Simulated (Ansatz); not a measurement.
Nb2Si in space group P6_3/mmc (No. 194; Si on 2c, Nb on 2a, Nb on 2d) at seven volumes, DFT-PBE in the program Ansatz with PAW potentials, shape and atoms relaxed at each. One row is withheld.

| V (Å³/atom) | P (GPa) |
|---|---|
| 14.881 | 20.83 |
| 15.372 | ? |
| 15.862 | 5.91 |
| 16.353 | 0.00 |
| 16.843 | -5.06 |
| 17.334 | -9.40 |
| 17.825 | -13.12 |

### Question
Fit the shown pressures and predict the withheld one.

### Answer
P = (3/2)B₀(x^(7/2) − x^(5/2))[1 + (3/4)(B′ − 4)(x − 1)] with x = (V₀/V)^(2/3). Least squares on the six rows gives V₀ = 16.353 Å³/atom, B₀ = 182 GPa, B′ = 4.12. At V = 15.372, x = 1.0421 and P = 12.79 GPa. The run itself gave 12.80 GPa.

The cell is a constructed one: a structure type filled with these elements; neither database checked (COD, Materials Project) lists it. Whether it is the stable phase at ambient conditions was not checked. Symmetry was held in the PBE relaxation; its stability against distortions is not shown here. The run is not spin-polarised.

Potentials: the later of the program's two PAW sets.
